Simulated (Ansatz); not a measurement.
# Structure relaxation, BaS2

The start is a relaxed BaS2 cell with every coordinate shifted by Gaussian noise of σ = 0.1 Å. A full variable-cell relaxation at zero pressure is run with r2SCAN (plane waves to 500 eV, PAW, scalar-relativistic; Ansatz, a quantum-chemistry and plane-wave program). The first steps use a coarse 6×6×3 k-mesh.

Input geometry:
```
CELL_PARAMETERS angstrom
      4.67841    -2.39218     0.00000
      4.67841     2.39218     0.00000
     -4.29670     0.00000     7.98935
ATOMIC_POSITIONS crystal
  Ba 0.15780 0.83881 0.74801
  Ba 0.80755 0.15824 0.25446
  S  0.49318 0.19116 0.46732
  S  0.53624 0.79754 0.52333
  S  0.78487 0.48848 0.00542
  S  0.18603 0.50202 0.96440
```

* **Largest initial force**: 1.89 eV/Å, on S6 (atoms numbered as listed)
* **Energy released**: 0.085 eV/atom
* **Relative to the parent**: The parent structure is recovered, C2/c (No. 15)
* **Shortest distances (start → end)**: The closest pairs of elements (up to four, under 3.6 Å), start → end: S–S 2.20 → 2.11 Å; Ba–S 2.93 → 3.17 Å
* **Band gap at the end**: 1.95 eV, indirect (valence top at k = (0, -0.5, -0.5), conduction bottom at Y2) (no spin-orbit coupling)
* **Optimiser moves**: 6

Final values are on a 8×8×4 k-mesh of the relaxed cell. The relaxed cell holds bonded S–S pairs (2.11 Å). No spin polarisation in the result.
